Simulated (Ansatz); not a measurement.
YSi₂Ni₂:
```cif
data_Ni2Si2Y
_chemical_formula_sum 'Y1 Si2 Ni2'
_space_group_name_H-M_alt 'P 1'
_space_group_IT_number 1
_cell_length_a 5.50423
_cell_length_b 5.50423
_cell_length_c 5.50423
_cell_angle_alpha 137.935
_cell_angle_beta 137.935
_cell_angle_gamma 61.003
loop_
_space_group_symop_operation_xyz
  'x, y, z'
loop_
_atom_site_label
_atom_site_type_symbol
_atom_site_fract_x
_atom_site_fract_y
_atom_site_fract_z
_atom_site_occupancy
Y1 Y 0.00000 0.00000 0.00000 1
Si1 Si 0.62826 0.62826 0.00000 1
Si2 Si 0.37174 0.37174 0.00000 1
Ni1 Ni 0.25000 0.75000 0.50000 1
Ni2 Ni 0.75000 0.25000 0.50000 1
```

This is the r²SCAN-relaxed structure.

**Question.** All from r²SCAN in the plane-wave PAW code Ansatz, unless another level is named. Give the electronic character.

**Answer.** metallic (no gap).

**Question.** Next, the density of states at the Fermi level?

**Answer.** 0.61 states/eV per atom (mean over ±0.08 eV).

**Question.** Predict the formation energy from the elements (no fitted shifts).

**Answer.** -0.88 eV/atom.

Space group I4/mmm. The first step of the workflow began from a Materials Project structure, measured or hypothetical; the Crystallography Open Database files this formula in space group No. 139, but the cells were not matched. Whether it is the stable phase at ambient conditions was not checked. The cell was relaxed with r²SCAN under the symmetry of its start; its stability against distortions is not shown here. The run is not spin-polarised. The references are the lowest solids computed at this level, not always the standard phases. Spin–orbit coupling is left out wherever it is not named.

Potentials: the earlier of the program's two PAW sets.
